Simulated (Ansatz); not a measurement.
NiTe (NiAs type, P6_3/mmc), a = 3.9706 Å, b = 3.9706 Å, c = 5.1814 Å, α = 90.00°, β = 90.00°, γ = 120.00°.

Relaxed with PBEsol.

Tabulate the valence density and the electron localisation function along the shortest Ni–Ni contact (2.59 Å), PBEsol in the plane-wave PAW code Ansatz.



```
distance from Ni (Å)  density (e/Å³)   ELF
--------------------  --------------  ----
0.26                           33.05  0.58
0.39                           16.47  0.46
0.52                            7.00  0.36
0.65                            2.83  0.28
0.78                            1.18  0.22
0.91                            0.57  0.18
1.04                            0.37  0.18
1.17                            0.30  0.22
1.30                            0.28  0.25
1.42                            0.30  0.22
1.55                            0.37  0.18
1.68                            0.57  0.18
1.81                            1.18  0.22
1.94                            2.83  0.28
2.07                            7.00  0.36
2.20                           16.47  0.46
2.33                           33.05  0.58
```

The density is the valence pseudo-density with augmentation charge, so density and ELF within about 1 Å of a nucleus are not all-electron values.

The workflow started from an entry of the Crystallography Open Database (COD). Its standing as an ambient phase is unchecked. The PBEsol relaxation kept the symmetry of its start; its stability against distortions is not shown here. The workflow began spin-polarised and lost its moments. Scalar-relativistic: spin–orbit coupling is off unless named, which matters more the heavier the elements.

Potentials: the later of the program's two PAW sets.
